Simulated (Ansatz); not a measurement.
A geometry of Rb3InCl6 away from equilibrium: step 4 of the relaxation of a relaxed Rb3InCl6 cell shaken by Gaussian noise of σ = 0.08 Å a coordinate. Computed with r2SCAN (plane waves to 500 eV, PAW, scalar-relativistic; Ansatz, a program for electronic structure). Γ-centred k-mesh 4×4×4 on the run's cell (coarser than for final values), Fermi–Dirac smearing 0.05 eV.

```
Rb3InCl6
1.0
    0.01264     5.57168     5.56916
    5.52591     0.04198     5.53981
    5.56029     5.57672     0.00760
Rb In Cl
3 1 6
Direct
  0.75871   0.73562   0.75587
  0.25689   0.24165   0.26046
  0.50155   0.49987   0.49984
  0.99836   0.00137   0.00201
  0.78417   0.27256   0.17968
  0.20925   0.74397   0.80891
  0.18696   0.75955   0.25815
  0.81319   0.24212   0.73209
  0.27190   0.17659   0.77756
  0.72911   0.81984   0.22219
```

Q: What forces act on the atoms (eV/Å)?

A: 
```json
[
 {"atom": "Rb1", "Fx": "0.00", "Fy": "0.00", "Fz": "0.01"},
 {"atom": "Rb2", "Fx": "0.04", "Fy": "-0.03", "Fz": "0.01"},
 {"atom": "Rb3", "Fx": "0.05", "Fy": "-0.06", "Fz": "-0.07"},
 {"atom": "In4", "Fx": "-0.09", "Fy": "-0.27", "Fz": "0.04"},
 {"atom": "Cl5", "Fx": "-0.04", "Fy": "0.01", "Fz": "0.02"},
 {"atom": "Cl6", "Fx": "-0.12", "Fy": "0.01", "Fz": "-0.11"},
 {"atom": "Cl7", "Fx": "0.13", "Fy": "0.21", "Fz": "-0.09"},
 {"atom": "Cl8", "Fx": "-0.02", "Fy": "0.17", "Fz": "0.06"},
 {"atom": "Cl9", "Fx": "-0.07", "Fy": "0.08", "Fz": "0.04"},
 {"atom": "Cl10", "Fx": "0.13", "Fy": "-0.13", "Fz": "0.10"}
]
```

Q: What is the pressure?

A: 0.0 GPa, compression positive.

No spin polarisation in the result.

Of the parent cell (Fm-3m (No. 225)): The relaxation started from an entry of Materials Project.

The runs began from a structure in Materials Project; this end point is another cell, not compared with measured phases.
